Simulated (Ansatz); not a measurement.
Q: Each is relaxed and computed with plane-wave PAW LDA (Ansatz code). Which alone has a direct gap?
A) LiCl, rock salt
B) NaCl, CsCl type
C) NbCl5, C2/m (Pearson symbol mS72)
D) TlCl, CsCl type

A: D, TlCl, CsCl type. TlCl: gap 1.57 eV (direct); NaCl: gap 4.01 eV (indirect); NbCl5: gap 2.10 eV (indirect); LiCl: gap 6.48 eV (indirect). Not the usual ambient phase: NaCl, CsCl type. Standing as an ambient phase not checked: NbCl5, C2/m (Pearson symbol mS72). Weakly bound layers, chains or molecules computed without a dispersion correction, so cells and soft constants are ill determined: NbCl5, C2/m (Pearson symbol mS72). Unstable at this level: NaCl, CsCl type. All cells were relaxed under the symmetry of their starts (and spin orders); stability against distortions was not tested throughout. Rows with no word on spin ran without spin polarisation. Scalar-relativistic: spin–orbit coupling is off unless named, which matters more the heavier the elements.

Potentials: the later of the program's two PAW sets.
